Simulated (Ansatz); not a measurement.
## Data sheet: Ge (DFT)

Ge:
```yaml
crystal:
  lattice:
    - [5.92932, 0.00000, 0.00000]
    - [0.00000, 5.92932, 0.00000]
    - [0.00000, 0.00000, 6.95508]
  atoms:
    - { symbol: Ge, position: [0.08856, 0.08856, 0.00000] }
    - { symbol: Ge, position: [0.41144, 0.58856, 0.75000] }
    - { symbol: Ge, position: [0.91144, 0.91144, 0.50000] }
    - { symbol: Ge, position: [0.58856, 0.41144, 0.25000] }
    - { symbol: Ge, position: [0.17208, 0.36940, 0.25746] }
    - { symbol: Ge, position: [0.13060, 0.67208, 0.00746] }
    - { symbol: Ge, position: [0.82792, 0.63060, 0.75746] }
    - { symbol: Ge, position: [0.86940, 0.32792, 0.50746] }
    - { symbol: Ge, position: [0.67208, 0.13060, 0.99254] }
    - { symbol: Ge, position: [0.63060, 0.82792, 0.24254] }
    - { symbol: Ge, position: [0.32792, 0.86940, 0.49254] }
    - { symbol: Ge, position: [0.36940, 0.17208, 0.74254] }
```

Space group P4_32_12 (No. 96); conventional cell a = b = 5.929 Å, c = 6.955 Å, α = β = γ = 90.00°.

Method: the program Ansatz at the PBEsol level (PAW). Geometry: relaxed at this level of theory. Other levels are named where they apply.

### Cell and energy

```yaml
volume_per_atom: 20.38 Å³
density: 5.92 g/cm³
```

### Electronic structure

```yaml
band_gap: 0.40 eV (smallest direct gap 0.42 eV)
valence_band_maximum: off the standard path, at k = (0.331, 0.331, -0.073) in fractions of the reciprocal vectors
conduction_band_minimum: on the M–Γ line, 31 % of the way from M (4 equivalent valleys)
electron_effective_mass: 0.052, 0.078, 0.10 mₑ (principal values)
hole_effective_mass: 0.062, 0.86, 1.4 mₑ (principal values)
HSE06 gap on the PBEsol cell: 0.98 eV
Gap with spin–orbit coupling: 0.39 eV
```

### Mechanics

```yaml
Bulk modulus (Birch–Murnaghan fit): 584 kbar
Pressure derivative B′: 4.9
Elastic constants (relaxed ions, GPa): C11 = 153, C12 = 22.1, C13 = 29.7, C33 = 86.0, C44 = 50.0, C66 = 39.0
mechanical_stability: stable (all eigenvalues of C positive)
hill_bulk_and_shear_moduli: 60.0 and 47.3 GPa
Young's modulus: 112 GPa
Poisson's ratio: 0.19
debye_temperature_from_the_elastic_constants: 340 K
Piezoelectric stress constants (proper, relaxed ions, C/m²): e14 = -0.21, e25 = 0.21
```

### Phonons

```yaml
highest_zone_centre_frequency: 281 cm⁻¹
zone_centre_stability: no imaginary mode at Γ
dynamical_stability_on_the_path: stable (no imaginary branch)
zero_point_energy: 30.8 meV/atom
Vibrational entropy at 300 K: 35.1 J/(K·mol of atoms)
```

The first step of the workflow began from a Materials Project structure, measured or hypothetical; the Crystallography Open Database files this formula in space group No. 96, but the cells were not matched. It is not the phase usual at ambient conditions (space group No. 227). The cell was relaxed with PBEsol under the symmetry of its start. Signs of piezoelectric constants follow the polarity of the cell as given. Spin–orbit coupling is left out wherever it is not named.

Potentials: the earlier of the program's two PAW sets. The files were generated under PBE; for other functionals the program regenerates the frozen cores, and for LDA and PBEsol the local potential too.
